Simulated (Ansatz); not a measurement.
SiB2Os2 in space group Cmmm (No. 65; Si on 2a, Os on 4j, B on 4i) at seven volumes, r²SCAN (plane waves, PAW; program Ansatz), shape and atoms relaxed at each. One row is withheld.

```csv
V (Å³/atom),P (GPa)
9.562,?
9.878,20.82
10.193,9.54
10.508,0.00
10.823,-7.76
11.139,-14.28
11.454,-19.58
```

Fit the shown pressures and predict the withheld one.

Third-order Birch–Murnaghan: P = (3/2)B₀(x^(7/2) − x^(5/2))[1 + (3/4)(B′ − 4)(x − 1)] with x = (V₀/V)^(2/3). Least squares on the six rows gives V₀ = 10.510 Å³/atom, B₀ = 285.6 GPa, B′ = 5.27. At V = 9.562, x = 1.0650 and P = 34.64 GPa. The run itself gave 34.37 GPa.

The start of the workflow was typed in or built on a structure type; neither database checked (COD, Materials Project) lists it. Its standing as an ambient phase is unchecked. The cell was relaxed with r²SCAN under the symmetry of its start; its stability against distortions is not shown here. The run is not spin-polarised. Its formation energy is positive at this level, so the cell may be metastable or incomplete. Scalar-relativistic: spin–orbit coupling is off unless named, which matters more the heavier the elements.

Potentials: the later of the program's two PAW sets.
